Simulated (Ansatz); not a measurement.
# Run record: elastic constants by finite strains of InPd (Pm-3m)

Method: PBEsol, PAW on Ansatz 0.2.0's default frozen-core files (fitted under PBE), scalar-relativistic.

The cell comes from a PAW relaxation under the same functional.

The structure is one entry of a database and needn't be the stable phase.

Command line:

```sh
ansatz run input.yaml --threads 1 --pin off --max-ram 2560MiB --backend cpu --events-out ev --progress --plain --runs-dir out
```

Input:

```yaml
crystal:
  lattice:
    - [3.24676439006, 0.0, 0.0]
    - [0.0, 3.24676439006, 0.0]
    - [0.0, 0.0, 3.24676439006]
  atoms:
    - { symbol: In, position: [0.0, 0.0, 0.0] }
    - { symbol: Pd, position: [0.5, 0.5, 0.5] }
kpoints:
  mp_grid: { grid: [14, 14, 14] }
scf:
  occupations: { method: fermi_dirac, width: 0.05 }
hamiltonian:
  xc: pbesol
  pseudopotentials: { kind: paw }
elastic:
  mode: relaxed_ion
  stencil: two_point
  amplitude: 0.005
```

Output (shortened where marked):

```
Warning: RAYON_NUM_THREADS=1 ignored (pool sized by the plan → 1); use --threads N
Engine: ansatz 0.2.0, aarch64-unknown-linux-gnu
Pseudopotentials: kind: paw
Pseudopotential: In, paw, valence charge 13, recommended cutoff 420 eV (normal), In.paw.azcp
Pseudopotential: Pd, paw, valence charge 18, recommended cutoff 420 eV (normal), Pd.paw.azcp
Functional definition: PBEsol
  exchange = pbesol_x
  correlation = pbesol_c
Crystal: 2 atoms, lattice volume = 34.226 Å³
Basis set: ecut = 420 eV, 691 PW (Γ), exchange–correlation on 48×48×48 points (8 copies of the dense FFT grid, shifted against one another)
Bands: 20, of which v1, the nominal top of the filled ones, is band 16 counted from 1 (15 counted from 0)
Symmetry: 48 space group operations
Space group: Pm-3m (ITA 221), of the structure as read, at distance tolerance 3.2e-5 Å
k-points: 120 of 2744
Non-local potential: In, projectors of the file, l = 0: 2, l = 1: 2, l = 2: 2, l = 3: 2
Non-local potential: Pd, projectors of the file, l = 0: 2, l = 1: 2, l = 2: 2, l = 3: 1
PAW form: soft (Blöchl's): semilocal exchange-correlation on the pseudo side does not see the compensation charge
PAW frozen core: In, regenerated for the run's functional, and the local potential with it (the file was generated under x = pbe(κ = 0.804, μ = 0.2195149727645171), c = pbe(β = 0.06672455060314922))
PAW frozen core: Pd, regenerated for the run's functional, and the local potential with it (the file was generated under x = pbe(κ = 0.804, μ = 0.2195149727645171), c = pbe(β = 0.06672455060314922))
PAW one-centre angular grid: In, 590 points (default); XC on 64 Gauss nodes
PAW one-centre angular grid: Pd, 590 points (default); XC on 64 Gauss nodes
Initial density: superposition of atomic densities (neutral atoms: chi_scale 0, normalization atom), corrected by the library's trained network
Initial wavefunctions: pseudopotential atomic-orbital guess
Functional: x = pbesol(κ = 0.804, μ = 0.12345679012345678), c = pbesol(β = 0.046)
[... 75 lines left out ...]
  E_vpaw       = -636.243347  (= ΣTr[D̂ρ^β])
  E_aug_tail   = 0.000224  (compensation charges beyond the density's cutoff)
  E_ewald      = -3934.119809
  E_core_change = 0.538427  (= ΣΔE_core)
  E_smearing   = -0.005442  (= −TS)
  E_closure    = 0.000000  (closes the sum)
  Σ components = -12433.122396   (vs F -12433.122396, Δ=0.00e0)
--- Forces (eV/Å), atoms counted from 1 ---
  atom   1  In    -0.00000000     0.00000000    -0.00000000
  atom   2  Pd     0.00000000    -0.00000000     0.00000000
  max |Σ_I F_I| component: 3.12e-29 eV/Å
--- Stress (GPa, compression-positive) ---
        0.022567       0.000000       0.000000
        0.000000       0.022567       0.000000
        0.000000       0.000000       0.022567
  P = ⅓ Tr σ = 0.0226 GPa (0.226 kbar)
--- Elastic constants: 2 strain directions × 2 members + reference (group order 48) ---
  dense FFT box of the reference and of every strained cell: 24×24×24
  strains applied: 11, 23; error gains: componentwise 1.00 (the most a stress slope's error grows in a printed constant), spectral 1.73 (1 for all six strains in a standard setting)
  C = ∂σ_k/∂η_j (tension-positive GPa; Voigt order 11 22 33 23 13 12):
       147.797    131.402    131.402     -0.000     -0.000     -0.000
       131.402    147.797    131.402     -0.000     -0.000     -0.000
       131.402    131.402    147.797     -0.000     -0.000     -0.000
         0.000     -0.000     -0.000     61.025      0.000      0.000
         0.000      0.000     -0.000     -0.000     61.025      0.000
        -0.000     -0.000      0.000      0.000      0.000     61.025
  reference stress σ⁰ (GPa):     -0.023     -0.023     -0.023     -0.000     -0.000     -0.000
  C* (energy form; C + prestress term) asymmetry max|C*_kj − C*_jk| = 2.842e-14 GPa — a small one proves nothing (zero by symmetry where the batch's group is 432, −43m or m−3m); a large one is finite-difference/SCF noise where ...
  moduli (Voigt/Reuss/Hill, GPa): K = 136.87/136.87/136.87   G = 39.89/17.06/28.48   E = 79.89   ν = 0.403
  mechanically stable: yes (min eigenvalue of sym C = 16.39 GPa)
  strain η (Voigt 11):  stress-route row diagonal C_11 = 147.80 GPa, energy-path curvature d²(F+E_count+ΔE)/dδ²/Ω₀ = 147.43 GPa
         δ    σ_11 (GPa)             F (eV)   n_scf  n_hpsi   n_pw
    -5.000e-3      -0.7752      -12433.1219741       8  101904    691   relax 0 steps, max|allowed force component| 6.90e-30 eV/Å
     5.000e-3       0.7028      -12433.1220329       6   82104    695   relax 0 steps, max|allowed force component| 2.45e-29 eV/Å
  strain η (Voigt 23):  stress-route row diagonal C_44 = 61.03 GPa, energy-path curvature d²(F+E_count+ΔE)/dδ²/Ω₀ = 61.04 GPa
         δ    σ_23 (GPa)             F (eV)   n_scf  n_hpsi   n_pw
    -5.000e-3      -0.3051      -12433.1222344       7  144708    691   relax 0 steps, max|allowed force component| 1.28e-29 eV/Å
     5.000e-3       0.3051      -12433.1222344       6  130401    691   relax 0 steps, max|allowed force component| 2.68e-29 eV/Å
```

Self-consistency was reached.

Strained cells:

Elastic constants of a crystal by Kohn-Sham DFT: slopes of the stress over finite engineering strains of the given cell, Voigt indices, Cartesian axes as in the input; stress of each strained cell less that at rest, tension positive.

| strain component | strain | stress xx (GPa) | stress yy (GPa) | stress zz (GPa) | stress yz (GPa) | stress xz (GPa) | stress xy (GPa) | relaxation steps |
| --- | --- | --- | --- | --- | --- | --- | --- | --- |
| xx | -0.005 | -0.7526 | -0.6684 | -0.6684 | 0 | 0 | 0 | 0 |
| xx | 0.005 | 0.7254 | 0.6457 | 0.6457 | 0 | 0 | 0 | 0 |
| yz | -0.005 | -0.0065 | -0.0052 | -0.0052 | -0.3051 | 0 | 0 | 0 |
| yz | 0.005 | -0.0065 | -0.0052 | -0.0052 | 0.3051 | 0 | 0 | 0 |

**Elastic moduli**

Hill averages of a grain aggregate, Debye temperature from the mean sound speed over directions.

```json
{"Bulk modulus": "136.9 GPa", "Shear modulus": "28.48 GPa", "Young modulus": "79.89 GPa", "Poisson ratio": "0.4027", "Bulk over shear modulus": "4.806", "Elastic anisotropy index": "6.694", "Least young modulus": "24.11 GPa", "Largest young modulus": "159.4 GPa", "Longitudinal sound speed": "4036 m/s", "Transverse sound speed": "1629 m/s", "Elastic debye temperature": "201.7 K", "Linear compressibility (x, y, z)": "2.436, 2.436, 2.436 1/TPa", "Zener ratio": "7.444", "Cauchy pressure": "70.38 GPa"}
```

**Elastic constants**

* Pressure at rest: 0.023 GPa
* Least elastic eigenvalue: 16.39 GPa
* Elastically stable: yes

| index | elastic (GPa) |
| --- | --- |
| 11 | 147.8 |
| 12 | 131.4 |
| 44 | 61.03 |

Caveats: frozen-core PAW files fitted under PBE, their cores solved anew for the functional of the run; responses of metals move with mesh and smearing; the softest shear constant rests on one k mesh, and a soft shear can herald a distortion on cooling.

It took 49 s on 1 thread of Arm Neoverse V2, with other jobs on the host, peak memory 0.54 GiB.
